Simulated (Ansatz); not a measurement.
ScTi3N:
```
ScTi3N
1.0
    4.24082     0.00000     0.00000
    0.00000     4.24082     0.00000
    0.00000     0.00000     4.24082
Sc Ti N
1 3 1
Cartesian
  0.00000   0.00000   0.00000
  0.00000   2.12041   2.12041
  2.12041   0.00000   2.12041
  2.12041   2.12041   0.00000
  2.12041   2.12041   2.12041
```

Relaxed with r²SCAN. Special points in fractions of this cell's reciprocal vectors: Γ (0.000, 0.000, 0.000); X (0.000, 0.500, 0.000); M (0.500, 0.500, 0.000); R (0.500, 0.500, 0.500).

Problem. List the band energies nearest the Fermi level at these points for DFT-r²SCAN in the program Ansatz with PAW potentials.

Solution. In eV from the Fermi level; about four levels below and three above (degenerate sets whole), none deeper than 8.9 eV; points with the same levels are listed once.

```json
[
 {"k": "Γ", "below": "-2.32 -2.32 -1.52 -1.52 -1.52", "above": "1.14 1.14 1.14"},
 {"k": "X", "below": "-0.60 -0.42 -0.42 -0.10", "above": "1.12 1.90 1.90"},
 {"k": "M", "below": "-0.42 -0.23 -0.09 -0.09", "above": "0.56 0.72 0.72"},
 {"k": "R", "below": "-2.30 -0.81 -0.81 -0.81", "above": "0.38 0.38 0.38"}
]
```

Space group Pm-3m (anti-perovskite). The start of the workflow was typed in or built on a structure type; neither database checked (COD, Materials Project) lists it. Its standing as an ambient phase is unchecked. The r²SCAN relaxation kept the symmetry of its start; whether a distortion lowers the energy is not shown. The workflow began spin-polarised and lost its moments.

Potentials: the earlier of the program's two PAW sets. The files were generated under PBE; for other functionals the program regenerates the frozen cores, and for LDA and PBEsol the local potential too.
